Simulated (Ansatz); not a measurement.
BaTiO3:
```
CELL_PARAMETERS angstrom
      2.78810     1.60971     2.28050
     -2.78810     1.60971     2.28050
      0.00000    -3.21942     2.28050
ATOMIC_POSITIONS crystal
  Ba 0.99893 0.99893 0.99893
  Ti 0.50753 0.50753 0.50753
  O  0.48958 0.98546 0.48958
  O  0.48958 0.48958 0.98546
  O  0.98546 0.48958 0.48958
```

Relaxed with LDA.

Task: Give the optical modes at the zone centre with their infrared and Raman activity from DFPT, LDA in the plane-wave PAW code Ansatz.

Result: Transverse frequencies, without the LO–TO term; a row sums one degenerate level.

| ω (cm⁻¹) | degeneracy | IR ((D/Å)²/amu) | Raman (Å⁴/amu) | activity | symmetry |
|---|---|---|---|---|---|
| 156 | 2 | 133.67 | 420 | IR+Raman | E |
| 177 | 1 | 9.82 | 35 | IR+Raman | A1 |
| 183 | 2 | 11.89 | 160 | IR+Raman | E |
| 220 | 1 | 50.05 | 1300 | IR+Raman | A1 |
| 281 | 1 | 0.00 | 0 | silent | A2 |
| 294 | 2 | 0.00 | 32 | Raman | E |
| 484 | 2 | 13.79 | 140 | IR+Raman | E |
| 511 | 1 | 8.20 | 750 | IR+Raman | A1 |

Task: How high does the top mode go among those that the LO–TO term moves?

Result: 701 cm⁻¹ for q along x, 701 cm⁻¹ for q along y, 694 cm⁻¹ for q along z.

Space group R3m. This is a known low-temperature phase of the composition, computed here at zero pressure and temperature. The cell was relaxed with LDA under the symmetry of its start; of distortions, only those at the zone centre were tested. The run is not spin-polarised. Scalar-relativistic: spin–orbit coupling is off unless named, which matters more the heavier the elements.

Potentials: the earlier of the program's two PAW sets.
